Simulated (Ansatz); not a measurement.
The relaxed structure here is a generated cell of TiAu: the first start was made by placing the elements on the sites of a structure type, and the end was not matched to a known phase here, so it may be hypothetical.

One starting cell of TiAu (a generated cell, TiAu built in the AFLOW prototype AB_cF16_227_a_b (B32, as in NaTl)) was relaxed twice with Ansatz (plane waves, PAW, scalar-relativistic): with PBEsol at 420 eV and with PBE at 420 eV. The PBEsol result:

```
CELL_PARAMETERS angstrom
      0.00000     3.18036     3.18036
      3.18036     0.00000     3.18036
      3.18036     3.18036     0.00000
ATOMIC_POSITIONS crystal
  Ti 0.75000 0.75000 0.75000
  Ti 0.50000 0.50000 0.50000
  Au 0.00000 0.00000 0.00000
  Au 0.25000 0.25000 0.25000
```

```json
[
 {"quantity": "space group", "PBEsol": "Fd-3m", "PBE": "Fd-3m"},
 {"quantity": "volume (Å³/atom)", "PBEsol": "16.08", "PBE": "___"},
 {"quantity": "a (Å)", "PBEsol": "6.361", "PBE": "___"},
 {"quantity": "gap (eV, no spin-orbit coupling)", "PBEsol": "0.00", "PBE": "___"}
]
```

Q: Fill in the PBE column.

A: 
- volume (Å³/atom), PBE: 16.80
- a (Å), PBE: 6.454
- gap (eV, no spin-orbit coupling), PBE: 0.00

Both levels end in the same structure; PBE's volume is 4.5 % larger. Neither column is exact.

No spin polarisation in the result.

The run could not lose the symmetry of its start, so the end can be a saddle point.

All atoms sit on sites fixed by symmetry, so only the cell could relax.

Ansatz is a first-principles code.
